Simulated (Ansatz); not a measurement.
The start is a generated cell, BN placed in the 6H structure type. Cell shape, volume and atoms are optimised at zero target pressure with r2SCAN (plane waves to 500 eV, PAW, scalar-relativistic; Ansatz, a quantum-chemistry and plane-wave program). The first steps use a coarse 8×8×2 k-mesh.

Starting cell:
```yaml
crystal:
  lattice:
    - [2.63725, 0.00000, 0.00000]
    - [-1.31863, 2.28393, 0.00000]
    - [0.00000, 0.00000, 12.94088]
  atoms:
    - { symbol: B, position: [0.00000, 0.00000, 0.00000] }
    - { symbol: B, position: [0.00000, 0.00000, 0.50000] }
    - { symbol: B, position: [0.66667, 0.33333, 0.83325] }
    - { symbol: B, position: [0.33333, 0.66667, 0.33325] }
    - { symbol: B, position: [0.66667, 0.33333, 0.16650] }
    - { symbol: B, position: [0.33333, 0.66667, 0.66650] }
    - { symbol: N, position: [0.00000, 0.00000, 0.87460] }
    - { symbol: N, position: [0.00000, 0.00000, 0.37460] }
    - { symbol: N, position: [0.66667, 0.33333, 0.70785] }
    - { symbol: N, position: [0.33333, 0.66667, 0.20785] }
    - { symbol: N, position: [0.66667, 0.33333, 0.04150] }
    - { symbol: N, position: [0.33333, 0.66667, 0.54150] }
```

### Question
What pressure does the first self-consistent step give?

### Answer
-32.3 GPa (negative: the cell is under tension).

### Question
How much energy is released per atom?

### Answer
0.067 eV/atom.

### Question
How does the volume per atom move from start to end?

### Answer
-9.4 %, from 6.50 to 5.88 Å³/atom.

### Question
How do the shortest distances between atoms change?

### Answer
The closest pairs of elements (up to four, under 3.6 Å), start → end: B–N 1.61 → 1.56 Å; B–B 2.64 → 2.55 Å; N–N 2.64 → 2.55 Å.

### Question
Is the relaxed structure metallic? Give its gap.

### Answer
5.75 eV, indirect (valence top at Γ, conduction bottom at M) (no spin-orbit coupling).

The space group stays P6₃mc (No. 186) (the run could not lower it); the end is AFLOW prototype AB_hP12_186_a2b_a2b (B6, as in SiC), with 12 atoms in the primitive cell. Final values are on a 12×12×3 k-mesh of the relaxed cell. No spin polarisation in the result.

The run could not lose the symmetry of its start.

The first start was generated by placing the elements on the sites of a structure type. A measured structure of BN has the same space group, P6₃mc (No. 186); the sites were not compared with it.
